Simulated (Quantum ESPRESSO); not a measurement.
Ga4CAs3, input and log of a self-consistent run

Simulated, not a measurement. The program is pw.x of Quantum ESPRESSO 7.5 (plane-wave density functional theory). The cell is made up: 8 atoms on a zincblende/diamond lattice, with randomly drawn elements, strain and displacements, not relaxed. PseudoDojo standard norm-conserving files (v0.5 for PBE, v0.4.1 for LDA and PBEsol) set the functional; there is no spin polarisation, spin-orbit coupling or dispersion term, and the masses in the input are unused placeholders. A spin-polarised start on this cell or one of its family kept no moment.

Input:

```
&control calculation='scf', pseudo_dir='./dojo.nc.sr.pbe.v0_5.standard.upf', outdir='./o', disk_io='low', tprnfor=.true., tstress=.true. /
&system ibrav=0, nat=8, ntyp=3, nbnd=61, ecutwfc=84.00895049, nosym=.true., tot_charge=0,
 occupations='smearing', smearing='fd', degauss=0.0073498644
/
&electrons conv_thr=7.350e-09, electron_maxstep=60, /
ATOMIC_SPECIES
As 1.0 As.upf
C 1.0 C.upf
Ga 1.0 Ga.upf
CELL_PARAMETERS angstrom
5.9291 -0.0265 -0.0377
-0.0265 5.8735 -0.0009
-0.0377 -0.0009 5.9198
ATOMIC_POSITIONS angstrom
Ga 0.0257 0.0493 0.0372
Ga 0.0436 2.9111 2.9392
Ga 3.0143 -0.0437 2.921
Ga 2.8328 2.9191 -0.0703
C 1.4921 1.4029 1.4887
As 1.4814 4.3116 4.4202
As 4.3304 1.4 4.3624
As 4.3343 4.3554 1.4288
K_POINTS automatic
6 6 6 1 1 1
```

The log is shortened where brackets say so; the opening notice, blank lines, dates and the lines on written files are dropped, and the path of the files is cut. It prints rydbergs, bohrs and kilobars, and counts compression as positive stress.

```
     Program PWSCF v.7.5
     Parallel version (MPI & OpenMP), running on       4 processor cores
     Number of MPI processes:                 4
     Threads/MPI process:                     1
     [start-up lines left out]
     bravais-lattice index     =            0
     lattice parameter (alat)  =      11.2047  a.u.
     unit-cell volume          =    1391.1150 (a.u.)^3
     number of atoms/cell      =            8
     number of atomic types    =            3
     number of electrons       =       101.00
     number of Kohn-Sham states=           61
     kinetic-energy cutoff     =      84.0090  Ry
     charge density cutoff     =     336.0358  Ry
     scf convergence threshold =      7.3E-09
     mixing beta               =       0.7000
     number of iterations used =            8  plain     mixing
     Exchange-correlation= PBE
                           (   1   4   3   4   0   0   0)
     [axes and pseudopotential details left out]
   Cartesian axes
     site n.     atom                  positions (alat units)
         1        Ga     tau(   1) = (   0.0043344   0.0083147   0.0062739  )
         2        Ga     tau(   2) = (   0.0073533   0.4909703   0.4957095  )
         3        Ga     tau(   3) = (   0.5083755  -0.0073702   0.4926400  )
         4        Ga     tau(   4) = (   0.4777647   0.4923195  -0.0118564  )
         5        C      tau(   5) = (   0.2516495   0.2366055   0.2510761  )
         6        As     tau(   6) = (   0.2498449   0.7271710   0.7454869  )
         7        As     tau(   7) = (   0.7303417   0.2361164   0.7357387  )
         8        As     tau(   8) = (   0.7309995   0.7345581   0.2409736  )
     number of k points=   108  Fermi-Dirac smearing, width (Ry)=  0.0073
     Number of k-points >= 100: set verbosity='high' to print them.
     Dense  grid:   144727 G-vectors     FFT dimensions: (  72,  72,  72)
     Estimated max dynamical RAM per process >     675.60 MB
     Estimated total dynamical RAM >       2.54 GB
     Initial potential from superposition of free atoms
     starting charge     100.9885, renormalised to     101.0000
     Starting wfcs are   67 randomized atomic wfcs
     total cpu time spent up to now is       10.4 secs
     per-process dynamical memory:   594.7 Mb
     Self-consistent Calculation
     iteration #  1     ecut=    84.01 Ry     beta= 0.70
     Davidson diagonalization with overlap
     ethr =  1.00E-02,  avg # of iterations =  3.5
     Threshold (ethr) on eigenvalues was too large:
     Diagonalizing with lowered threshold
     Davidson diagonalization with overlap
     ethr =  6.62E-04,  avg # of iterations =  2.0
     total cpu time spent up to now is       56.1 secs
     total energy              =   -1259.62174065 Ry
     estimated scf accuracy    <       0.66109843 Ry
     iteration #  2     ecut=    84.01 Ry     beta= 0.70
     Davidson diagonalization with overlap
     ethr =  6.55E-04,  avg # of iterations =  8.1
     total cpu time spent up to now is       83.3 secs
     total energy              =   -1259.54016195 Ry
     estimated scf accuracy    <       3.91815950 Ry
     iteration #  3     ecut=    84.01 Ry     beta= 0.70
     Davidson diagonalization with overlap
     ethr =  6.55E-04,  avg # of iterations =  6.1
     total cpu time spent up to now is      110.5 secs
     total energy              =   -1260.00659589 Ry
     estimated scf accuracy    <       0.05203204 Ry
     iteration #  4     ecut=    84.01 Ry     beta= 0.70
     Davidson diagonalization with overlap
     ethr =  5.15E-05,  avg # of iterations =  4.6
     total cpu time spent up to now is      135.8 secs
     total energy              =   -1260.01388715 Ry
     estimated scf accuracy    <       0.00775003 Ry
     iteration #  5     ecut=    84.01 Ry     beta= 0.70
     Davidson diagonalization with overlap
     ethr =  7.67E-06,  avg # of iterations =  6.0
     total cpu time spent up to now is      161.8 secs
     total energy              =   -1260.01547410 Ry
     estimated scf accuracy    <       0.00784488 Ry
     iteration #  6     ecut=    84.01 Ry     beta= 0.70
     Davidson diagonalization with overlap
     ethr =  7.67E-06,  avg # of iterations =  2.0
     total cpu time spent up to now is      181.4 secs
     total energy              =   -1260.01596267 Ry
     estimated scf accuracy    <       0.00060836 Ry
     iteration #  7     ecut=    84.01 Ry     beta= 0.70
     Davidson diagonalization with overlap
     ethr =  6.02E-07,  avg # of iterations =  3.4
     total cpu time spent up to now is      202.7 secs
     total energy              =   -1260.01605009 Ry
     estimated scf accuracy    <       0.00001009 Ry
     iteration #  8     ecut=    84.01 Ry     beta= 0.70
     Davidson diagonalization with overlap
     ethr =  9.99E-09,  avg # of iterations =  4.1
     total cpu time spent up to now is      228.3 secs
     total energy              =   -1260.01605347 Ry
     estimated scf accuracy    <       0.00000680 Ry
     iteration #  9     ecut=    84.01 Ry     beta= 0.70
     Davidson diagonalization with overlap
     ethr =  6.74E-09,  avg # of iterations =  2.0
     total cpu time spent up to now is      248.5 secs
     total energy              =   -1260.01605435 Ry
     estimated scf accuracy    <       0.00000131 Ry
     iteration # 10     ecut=    84.01 Ry     beta= 0.70
     Davidson diagonalization with overlap
     ethr =  1.30E-09,  avg # of iterations =  2.6
     total cpu time spent up to now is      269.1 secs
     total energy              =   -1260.01605454 Ry
     estimated scf accuracy    <       0.00000020 Ry
     iteration # 11     ecut=    84.01 Ry     beta= 0.70
     Davidson diagonalization with overlap
     ethr =  1.97E-10,  avg # of iterations =  2.0
     total cpu time spent up to now is      290.8 secs
     End of self-consistent calculation
     Number of k-points >= 100: set verbosity='high' to print the bands.
     the Fermi energy is     5.6937 ev
!    total energy              =   -1260.01605457 Ry
     estimated scf accuracy    <          7.2E-09 Ry
     smearing contrib. (-TS)   =      -0.00942022 Ry
     internal energy E=F+TS    =   -1260.00663435 Ry
     The total energy is F=E-TS. E is the sum of the following terms:
     one-electron contribution =    -743.66914483 Ry
     hartree contribution      =     432.06361233 Ry
     xc contribution           =    -313.42112809 Ry
     ewald contribution        =    -634.97997376 Ry
     convergence has been achieved in  11 iterations
     Forces acting on atoms (cartesian axes, Ry/au):
     atom    1 type  3   force =     0.02848546    0.02231169    0.02867946
     atom    2 type  3   force =     0.00740552   -0.03879415   -0.03646853
     atom    3 type  3   force =    -0.05223862    0.01861580   -0.03479355
     atom    4 type  3   force =     0.00008269   -0.05530317    0.04967286
     atom    5 type  2   force =    -0.01000440   -0.00006679   -0.00871467
     atom    6 type  1   force =    -0.02552434    0.04023380   -0.01216197
     atom    7 type  1   force =     0.02729429    0.02051284    0.01899709
     atom    8 type  1   force =     0.02449939   -0.00751003   -0.00521068
     Total force =     0.140136     Total SCF correction =     0.000303
     Computing stress (Cartesian axis) and pressure
          total   stress  (Ry/bohr**3)                   (kbar)     P=      -74.90
  -0.00053174   0.00001251   0.00007267          -78.22        1.84       10.69
   0.00001251  -0.00048949   0.00001301            1.84      -72.01        1.91
   0.00007267   0.00001301  -0.00050623           10.69        1.91      -74.47
     init_run     :      9.91s CPU     10.27s WALL (       1 calls)
     electrons    :    276.64s CPU    280.44s WALL (       1 calls)
     forces       :      3.36s CPU      3.39s WALL (       1 calls)
     stress       :     11.98s CPU     12.24s WALL (       1 calls)
     [timing details left out]
     PWSCF        :   5m 2.07s CPU   5m 6.65s WALL
     JOB DONE.
```

In other units: free energy -17143.392 eV for the cell, pressure -7.49 GPa, largest force component 1.422 eV/Å. A rerun of a related cell, with the same atoms placed differently, at 1437 eV and a 8 x 8 x 8 mesh moved values by no more than 0.003 eV in energy, 0.02 GPa in stress and 0.002 eV/Å in force.